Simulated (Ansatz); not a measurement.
MoTe2 (space group P2_1/m)

```
CELL_PARAMETERS angstrom
      6.32172     0.00000     0.00000
      0.00000     3.49136     0.00000
     -0.68778     0.00000    14.17376
ATOMIC_POSITIONS crystal
  Te 0.56372 0.75000 0.35511
  Te 0.43628 0.25000 0.64489
  Te 0.58412 0.25000 0.10217
  Te 0.41588 0.75000 0.89783
  Te 0.09286 0.75000 0.14504
  Te 0.90714 0.25000 0.85496
  Mo 0.32087 0.75000 0.50700
  Mo 0.67913 0.25000 0.49300
  Te 0.06082 0.25000 0.39768
  Te 0.93918 0.75000 0.60232
  Mo 0.18070 0.25000 0.00741
  Mo 0.81930 0.75000 0.99259
```

Equation-of-state scan: isotropic scaling of the cell above, V₀ being its volume. The atoms relax within the cell's symmetry.

Calculation: r2SCAN+rVV10 (plane waves to 500 eV, PAW, scalar-relativistic; Ansatz, a quantum-chemistry and plane-wave program). k mesh 6×11×3 (Γ-centred), Fermi-Dirac smearing 0.05 eV. E stands for the smeared free energy. With the shape held, the modulus is that of even scaling; a crystal free to change shape is softer. At this level the bands of MoTe2 touch or barely overlap. MoTe2 is run without spin polarisation. MoTe2 was relaxed with its symmetry unable to fall. Spin-orbit coupling is left out, though Te is heavy. ΔE is measured from the relaxed starting cell. The last digit holds for this mesh only.

| V (Å³/atom) | ΔE (meV/atom) |
|---|---|
| 24.505 | 17.0 |
| 24.818 | 10.6 |
| 25.131 | 5.8 |
| 25.444 | 2.5 |
| 25.757 | 0.6 |
| 26.070 | 0.0 |
| 26.382 | 0.6 |
| 26.695 | 2.3 |
| 27.008 | 5.0 |
| 27.321 | 8.7 |
| 27.634 | 13.2 |

Task: What bulk modulus at fixed cell shape B₀ follows from a third-order Birch-Murnaghan fit?

Result: 51.0 GPa.

Task: What is the fitted pressure derivative B₀′?

Result: 5.1.

(A scan under strain: stresses follow from slopes of the energy per volume, elastic moduli from its curvatures.)
